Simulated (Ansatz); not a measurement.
Relaxed WS$_{2}$ (2H-MoS2 type, space group P6_3/mmc):

```yaml
crystal:
  lattice:
    - [3.15408, 0.00000, 0.00000]
    - [-1.57704, 2.73152, 0.00000]
    - [0.00000, 0.00000, 12.13731]
  atoms:
    - { symbol: W, position: [0.33333, 0.66667, 0.25000] }
    - { symbol: W, position: [0.66667, 0.33333, 0.75000] }
    - { symbol: S, position: [0.33333, 0.66667, 0.62026] }
    - { symbol: S, position: [0.66667, 0.33333, 0.12026] }
    - { symbol: S, position: [0.66667, 0.33333, 0.37974] }
    - { symbol: S, position: [0.33333, 0.66667, 0.87974] }
```

Scan: atom 6 (S, nearest neighbour W at 2.407 Å; its periodic images, 3.2 Å or more away, move with it) is displaced along Cartesian [110], direction (0.707, 0.707, 0.000) in Cartesian axes, by s. The other atoms stay.

All values below come from PBE-D3(BJ) (plane waves to 420 eV, PAW, scalar-relativistic; Ansatz, a quantum-chemistry and plane-wave program). k mesh 10×10×3 (Γ-centred), Fermi-Dirac smearing 0.05 eV. E stands for the smeared free energy. Spin-orbit coupling is left out, though W is heavy. WS2 is run without spin polarisation. WS2 was relaxed with its symmetry unable to fall. The zero of ΔE is the undisplaced structure.

```
s (Å)   ΔE (meV/cell)
------  -------------
-0.240            321
-0.192       withheld
-0.144            113
-0.096             50
-0.048             12
0.000               0
0.048              12
0.096              47
0.144             103
0.192             180
0.240             277
```

Fit a polynomial form (powers 2, 3, 4) to the given rows and predict ΔE at s = -0.192.

Least squares on the 10 given rows: ΔE = (5222)·s² + (-1602)·s³ + (-561.8)·s⁴, in meV/cell with s in Å; root-mean-square residual 0.3 meV/cell. At -0.192 the fit gives 203 meV/cell; the calculation gives 203 meV/cell, the same to the digits shown. The quadratic term alone would give 193 meV/cell.

(A displaced cell: forces are minus the slopes of the energy, force constants its curvatures, and phonons follow from these.)
